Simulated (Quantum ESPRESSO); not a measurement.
# Band energies of WSe$_{2}$ monolayer

```
CELL_PARAMETERS angstrom
      3.24619     0.00000     0.00000
     -1.62309     2.81128     0.00000
      0.00000     0.00000    16.30000
ATOMIC_POSITIONS crystal
  Se 0.00000 0.00000 0.89792
  Se 0.00000 0.00000 0.10208
  W  0.33333 0.66667 0.00000
```

LDA (Quantum ESPRESSO, PseudoDojo norm-conserving, 86 Ry, scalar-relativistic); path ΓMKΓ; energies in eV from the valence-band maximum.

| k (1/Å) | point | band 19 | band 20 | band 21 | band 22 | band 23 | band 24 | band 25 | band 26 |
|---|---|---|---|---|---|---|---|---|---|
| 0.00 | Γ | -2.36 | -2.27 | -1.17 | -1.17 | -0.44 | 3.14 | 3.14 | 3.34 |
| 0.22 |  | -2.61 | -2.20 | -1.43 | -1.13 | -0.47 | 2.68 | 2.80 | 3.13 |
| 0.45 |  | -3.32 | -1.98 | -1.78 | -1.41 | -0.74 | 2.02 | 2.70 | 2.72 |
| 0.67 |  | -4.20 | -2.53 | -1.85 | -1.27 | -1.22 | 2.06 | 2.46 | 3.16 |
| 1.01 |  | -4.27 | -3.00 | -2.16 | -1.07 | -0.82 | 2.56 | 2.78 | 3.77 |
| 1.12 | M | -4.26 | -3.03 | -2.18 | -0.99 | -0.79 | 2.60 | 2.91 | 3.80 |
| 1.23 |  | -4.24 | -3.09 | -2.16 | -1.37 | -0.61 | 2.58 | 2.95 | 3.90 |
| 1.44 |  | -4.13 | -3.33 | -2.70 | -2.17 | -0.37 | 2.34 | 3.23 | 3.42 |
| 1.76 | K | -4.49 | -3.72 | -3.36 | -2.36 | 0.00 | 1.74 | 2.82 | 3.70 |
| 1.95 |  | -4.10 | -3.65 | -3.44 | -2.19 | -0.25 | 2.04 | 2.92 | 3.37 |
| 2.13 |  | -4.10 | -3.54 | -3.06 | -1.79 | -0.58 | 2.08 | 2.94 | 2.99 |
| 2.41 |  | -3.81 | -3.25 | -2.00 | -1.25 | -0.80 | 1.70 | 2.59 | 2.67 |
| 2.59 |  | -3.24 | -2.45 | -1.86 | -1.08 | -0.72 | 1.96 | 2.52 | 2.62 |
| 2.78 |  | -2.74 | -2.13 | -1.64 | -1.07 | -0.50 | 2.49 | 2.68 | 3.01 |
| 3.05 | Γ | -2.36 | -2.27 | -1.17 | -1.17 | -0.44 | 3.14 | 3.14 | 3.34 |

The LDA gap is indirect, 1.70 eV, from K to 50 % of the way from K to Γ; the smallest direct gap is 1.74 eV. The valence-band maximum lies 5.36 eV below the vacuum level.

Without spin-orbit coupling, band edges of such heavy elements can be off by tenths of an eV.

Geometry relaxed with LDA.
